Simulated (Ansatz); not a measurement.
Relaxation of a relaxed Ta cell displaced along its unstable phonon at q = Γ (89i cm⁻¹), largest move 0.15 Å; 2 atoms in the cell, which starts as P2₁/m (No. 11), mP2; a = 2.7001 Å, b = 4.9174 Å, c = 3.0344 Å, α = γ = 90.00°, β = 116.42°. The numbers are results of PBEsol (plane waves to 420 eV, PAW, scalar-relativistic; Ansatz, a program for electronic structure), not measurements. Γ-centred k-mesh 13×13×7 on the run's cell (coarser than for final values), Fermi–Dirac smearing 0.05 eV. This is the first round of the run. 

The optimiser's lines from the output (shortened; P is positive under compression):

```
relax step   1: F+E_penalty+E_count = -19614.48238518 eV  Δ(F+E_penalty+E_count) = +0.000e0 eV  max|allowed force component| = 4.992e-1 eV/Å  Δτ_max = 0.0000 Å  P = -0.683 GPa  Ω = 36.081 Å³  (6 SCF iters, dr2 threshold 1.00e-7 eV, accepted)
relax step   2: F+E_penalty+E_count = -19614.73022854 eV  Δ(F+E_penalty+E_count) = -2.478e-1 eV  max|allowed force component| = 1.385e-1 eV/Å  Δτ_max = 0.1959 Å  P = -0.443 GPa  Ω = 35.560 Å³  (6 SCF iters, dr2 threshold 2.00e-7 eV, accepted)
relax step   3: F+E_penalty+E_count = -19614.79331543 eV  Δ(F+E_penalty+E_count) = -6.309e-2 eV  max|allowed force component| = 2.717e-1 eV/Å  Δτ_max = 0.0492 Å  P = +4.673 GPa  Ω = 34.639 Å³  (6 SCF iters, dr2 threshold 2.00e-7 eV, accepted)
relax step   4: F+E_penalty+E_count = -19614.81373634 eV  Δ(F+E_penalty+E_count) = -2.042e-2 eV  max|allowed force component| = 6.638e-2 eV/Å  Δτ_max = 0.0384 Å  P = -3.539 GPa  Ω = 36.010 Å³  (6 SCF iters, dr2 threshold 2.00e-7 eV, accepted)
relax step   5: F+E_penalty+E_count = -19614.82263654 eV  Δ(F+E_penalty+E_count) = -8.900e-3 eV  max|allowed force component| = 1.165e-3 eV/Å  Δτ_max = 0.0074 Å  P = +0.093 GPa  Ω = 35.365 Å³  (6 SCF iters, dr2 threshold 2.00e-7 eV, accepted)
relax step   6: F+E_penalty+E_count = -19614.82353040 eV  Δ(F+E_penalty+E_count) = -8.939e-4 eV  max|allowed force component| = 4.689e-5 eV/Å  Δτ_max = 0.0001 Å  P = +0.002 GPa  Ω = 35.382 Å³  (6 SCF iters, dr2 threshold 2.00e-7 eV, accepted)
relax step   7: F+E_penalty+E_count = -19614.82353093 eV  Δ(F+E_penalty+E_count) = -5.302e-7 eV  max|allowed force component| = 7.311e-6 eV/Å  Δτ_max = 0.0000 Å  P = -0.000 GPa  Ω = 35.382 Å³  (7 SCF iters, dr2 threshold 1.40e-9 eV, accepted)
relax step   8: F+E_penalty+E_count = -19614.82400055 eV  Δ(F+E_penalty+E_count) = -4.696e-4 eV  max|allowed force component| = 7.329e-6 eV/Å  Δτ_max = 0.0000 Å  P = +0.018 GPa  Ω = 35.382 Å³  stress off target by 7.49e-2 GPa  SCF on the basis re-selected at this cell (its energy is not comparable with the rows above)  (9 SCF iters)
relax step   9: F+E_penalty+E_count = -19614.82400413 eV  Δ(F+E_penalty+E_count) = -3.578e-6 eV  max|allowed force component| = 1.811e-5 eV/Å  Δτ_max = 0.0000 Å  P = +0.001 GPa  Ω = 35.385 Å³  (7 SCF iters, dr2 threshold 1.40e-8 eV, accepted)
relax step  10: F+E_penalty+E_count = -19614.82400390 eV  Δ(F+E_penalty+E_count) = +2.335e-7 eV  max|allowed force component| = 1.810e-5 eV/Å  Δτ_max = 0.0000 Å  P = +0.001 GPa  Ω = 35.385 Å³  stress off target by 4.90e-3 GPa  SCF on the basis re-selected at this cell (its energy is not comparable with the rows above)  (7 SCF iters)
```

From the first to the last row the energy changes by -0.17 eV/atom and the volume by -1.9 %. The last row is marked as not comparable with the walk above it, whose basis was carried along; it does compare with step 1, since both stand on a basis selected at the nominal cutoff for their own cell.

Later rounds, restarted from the end of this one on a renewed k-mesh, logged 5 more steps and released under 0.01 eV/atom more. The final structure after all rounds: Im-3m (No. 229), cI2, bcc (W type); a = 3.282 Å, b = 3.282 Å, c = 3.282 Å, α = 90.00°, β = 90.00°, γ = 90.00°. Between re-selections the logged energies stand on a plane-wave basis carried along with the cell. No spin polarisation in the result.

The run could not lose the symmetry of its start.

Of the parent cell (Cmcm (No. 63)): it is a generated cell of Ta: the first start was made by placing the elements on the sites of a structure type, and the end was not matched to a known phase here, so it may be hypothetical. Known forms of Ta include space group No. 229.
